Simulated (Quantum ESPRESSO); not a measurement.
```
KHgF3
1.0
    3.20196    -3.20810     0.00000
    3.20196     3.20810     0.00000
    0.00000     0.00000     4.52439
F K Hg
3 1 1
Direct
  0.00000   0.50000   0.00000
  0.50000   0.00000   0.00000
  0.50000   0.50000   0.50000
  0.00000   0.00000   0.50000
  0.50000   0.50000   0.00000
```

The geometry is that of Materials Project entry mp-7483, symmetrised and not relaxed again.

Q: What does PBEsol (pw.x of Quantum ESPRESSO, ONCV potentials, scalar-relativistic) give for the electronic structure near the Fermi level?

A: The PBEsol gap is indirect, 0.41 eV, from A to Γ; the smallest direct gap is 2.97 eV. Another valence extremum on the path lies within 0.02 eV, too close to call. Spin-orbit coupling is left out, which matters for elements this heavy: edges can move by tenths of an eV.

Letters of k points follow the standard setting of the lattice, whose axes may be ordered differently from the printed cell.
